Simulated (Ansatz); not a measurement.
This run works on a proposed trial structure, not on a known crystal.

Input and command of a plane-wave DFT calculation in Ansatz:

```yaml
crystal:
  lattice:
    - [-0.048991871, 0.0110613823, -5.2771171039]
    - [0.1175178456, 5.880216776, -0.0121803819]
    - [4.9201414541, -2.8382968312, 0.0528280467]
  atoms:
    - { symbol: Sc, position: [0.5035242574, 0.8183806938, 0.9869493535] }
    - { symbol: Sc, position: [1.0142362537, 0.2044950515, 1.0119043844] }
    - { symbol: Ga, position: [0.0125860469, 0.8441271879, 0.3455260035] }
    - { symbol: Ga, position: [0.5157185045, 0.1878559646, 0.6628128928] }
    - { symbol: Ga, position: [0.0125988883, 0.5306897379, 0.6531181076] }
    - { symbol: Ga, position: [0.5095713023, 0.4677114543, 0.3203773907] }
    - { symbol: "N", position: [0.382677551, 0.8022985265, 0.335892479] }
    - { symbol: "N", position: [0.3648410893, 0.5269146658, 0.6967818077] }
    - { symbol: "N", position: [0.3976154538, 0.1743540645, 1.0109180476] }
    - { symbol: "N", position: [0.8426747958, 0.1664220306, 0.6548318045] }
    - { symbol: "N", position: [0.850292433, 0.4717961595, 0.3383017978] }
    - { symbol: "N", position: [0.9036634237, 0.8049544632, 0.9825859308] }
basis:
  ecutwfc: 420
kpoints:
  mp_grid: { grid: [4, 4, 4] }
hamiltonian:
  xc: pbe
scf:
  occupations: { method: gaussian, width: 0.1 }
  lower_state_search: "off"
output:
  forces: true
  stress: true
  eigenvalues: true
relax:
  adjacent_minimum: "off"
  f_tol: 0.025
  max_steps: 60
  cell: { stress_tol: 0.25 }
```

```bash
ansatz run input.yaml --threads 1 --pin off --max-ram 2560MiB --backend cpu --events-out ev --progress --plain --runs-dir out
```

Processor: AMD EPYC 7R43 64-Core Processor (Zen 3), 1 thread, on a host shared with other jobs.

Problem. How long does it run, and how much memory does it take?

Solution. About 4.3 min, peak memory 0.61 GiB. It solves 64 bands at 36 k points (after reduction by symmetry) with about 2937 plane waves (on the last cell), in 36 SCF iterations over 5 ionic steps.
